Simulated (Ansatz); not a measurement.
Polymorphs of TePt, each relaxed with plane-wave PAW r²SCAN (Ansatz code):

A: R-3m
a = 3.980 Å, b = 3.980 Å, c = 20.622 Å, α = 90.00°, β = 90.00°, γ = 120.00°

```tsv
atom	site	symmetry	x	y	z
Te	6c	3m	0.0000	0.0000	0.0958
Pt	6c	3m	0.0000	0.0000	0.3693
```

B: CsCl type (Pm-3m)
a = b = c = 3.4275 Å, α = β = γ = 90.00°

```csv
atom,site,symmetry,x,y,z
Pt,1a,m-3m,0.0000,0.0000,0.0000
Te,1b,m-3m,0.5000,0.5000,0.5000
```

**Question.** Rank these by energy per atom at 0 K (lowest first), as r²SCAN gives it.

**Answer.** A (+0 meV/atom), B (+651 meV/atom)

Typed or built starts, not in the databases checked: B. Standing as an ambient phase not checked: A. Weakly bound layers, chains or molecules computed without a dispersion correction, so cells and soft constants are ill determined: A. All cells were relaxed under the symmetry of their starts (and spin orders); stability against distortions was not tested throughout. Rows with no word on spin ran without spin polarisation. Scalar-relativistic: spin–orbit coupling is off unless named, which matters more the heavier the elements.

Energies hold the estimated change up to a 700 eV cutoff; steps of a few meV lie near the error of the meshes.

Potentials: the earlier of the program's two PAW sets.
